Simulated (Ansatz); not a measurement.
Clamped-ion strain scan in LiPb

Theory: DFT r2SCAN, scalar-relativistic, plane waves, PAW (Ansatz 0.2.0). The runs took a 500 eV cutoff, a Γ-centred 12×12×12 mesh and Gaussian smearing (0.15 eV). Spin–orbit coupling is left out, which can shift energies with elements as heavy as these. No spin polarisation. Energies are free energies at this smearing, counted from the undisturbed cell; pressure is positive in compression.

Reference structure (as given, not relaxed at this level; it stands at 0.1 GPa, and it needn't be the usual structure):

```xyz
2
Lattice="2.4935 1.4396 2.0627 -2.4935 1.4396 2.0627 0.0000 -2.8792 2.0627" Properties=species:S:1:pos:R:3 pbc="T T T"
Li    0.0000    0.0000    3.0940
Pb    0.0000    0.0000    0.0000
```

The cell is strained by ε times the Voigt pattern (0, 0, 1, 0, 0, 0) (xx, yy, zz, yz, xz, xy; engineering shear) with fractional coordinates fixed. The cell is metallic on the mesh throughout.

```csv
ε,ΔE (meV/atom),"stress summed along the pattern (GPa, tension positive)",pressure (GPa)
-0.1000,49.9,-8.56,5.1
-0.0750,25.5,-5.63,3.5
-0.0500,10.2,-3.34,2.2
-0.0250,2.0,-1.42,1.1
0.0000,0.0,0.23,0.1
0.0250,3.0,1.47,-0.7
0.0500,9.9,2.47,-1.4
0.0750,20.0,3.32,-2.0
0.0875,26.1,3.70,-2.3
0.1000,32.8,4.05,-2.5
```